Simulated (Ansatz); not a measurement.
Starting cell, Tl (hcp, Mg type):

```
CELL_PARAMETERS angstrom
      7.04140     0.00000     0.00000
     -1.76035     3.04902     0.00000
      0.00000     0.00000     5.60254
ATOMIC_POSITIONS crystal
  Tl 0.16667 0.66667 0.75000
  Tl 0.66667 0.66667 0.75000
  Tl 0.33333 0.33333 0.25000
  Tl 0.83333 0.33333 0.25000
```

Scan: atom 1 (Tl, nearest neighbour Tl at 3.461 Å; its periodic images, 3.5 Å or more away, move with it) is displaced along Cartesian [110], direction (0.707, 0.707, 0.000) in Cartesian axes, by s. The other atoms stay.

Computed with r2SCAN (plane waves to 500 eV, PAW, scalar-relativistic; Ansatz, an electronic-structure program). k mesh 6×12×7 (Γ-centred), Fermi-Dirac smearing 0.05 eV. E stands for the smeared free energy. Stress and pressure are positive under compression. With partly filled bands, energies and forces of such displacements shift with the k mesh and the smearing. F∥ is the force on the atom along that direction. F⊥ is the part of the force across the line. Spin-orbit coupling is left out, though Tl is heavy. The PAW data are Ansatz's earlier set. Tl was relaxed with its symmetry unable to fall. The zero of ΔE is the undisplaced structure.

```json
[
 {"s (Å)": "-0.350", "ΔE (meV/cell)": "113", "P (GPa)": "0.6", "F∥ (eV/Å)": "0.688", "|F⊥| (eV/Å)": "0.138"},
 {"s (Å)": "-0.280", "ΔE (meV/cell)": "70", "P (GPa)": "0.4", "F∥ (eV/Å)": "0.525", "|F⊥| (eV/Å)": "0.108"},
 {"s (Å)": "-0.210", "ΔE (meV/cell)": "39", "P (GPa)": "0.2", "F∥ (eV/Å)": "0.379", "|F⊥| (eV/Å)": "0.078"},
 {"s (Å)": "-0.140", "ΔE (meV/cell)": "17", "P (GPa)": "0.1", "F∥ (eV/Å)": "0.246", "|F⊥| (eV/Å)": "0.050"},
 {"s (Å)": "-0.070", "ΔE (meV/cell)": "4", "P (GPa)": "0.0", "F∥ (eV/Å)": "0.120", "|F⊥| (eV/Å)": "0.024"},
 {"s (Å)": "0.000", "ΔE (meV/cell)": "0", "P (GPa)": "0.0", "F∥ (eV/Å)": "0.000", "|F⊥| (eV/Å)": "0.000"},
 {"s (Å)": "0.070", "ΔE (meV/cell)": "4", "P (GPa)": "0.0", "F∥ (eV/Å)": "-0.116", "|F⊥| (eV/Å)": "0.021"},
 {"s (Å)": "0.140", "ΔE (meV/cell)": "16", "P (GPa)": "0.1", "F∥ (eV/Å)": "-0.232", "|F⊥| (eV/Å)": "0.038"},
 {"s (Å)": "0.210", "ΔE (meV/cell)": "37", "P (GPa)": "0.2", "F∥ (eV/Å)": "-0.352", "|F⊥| (eV/Å)": "0.052"},
 {"s (Å)": "0.280", "ΔE (meV/cell)": "66", "P (GPa)": "0.4", "F∥ (eV/Å)": "-0.479", "|F⊥| (eV/Å)": "0.062"},
 {"s (Å)": "0.350", "ΔE (meV/cell)": "104", "P (GPa)": "0.6", "F∥ (eV/Å)": "-0.616", "|F⊥| (eV/Å)": "0.068"}
]
```

Key numbers:

| Item | Value |
|---|---|
| Energy at s = 0.350 Å | 104 meV/cell |
| Force along the line at s = -0.350 Å | 0.688 eV/Å |
| Symmetry of the curve | not even: the negative side lies higher at ±0.350 Å |
| Shape of the curve | a single well with its minimum at or next to zero displacement |
| Force constant k = d²E/ds² at s = 0 (finite differences) | 1.68 eV/Å² |
| Harmonic estimate at the end of the scan | ½ks² = 103 meV/cell against the computed 104 meV/cell, so the well is close to harmonic there |

(For displaced atoms, the force is minus the slope of the energy, and its curvature is a force constant, which sets phonon frequencies.)
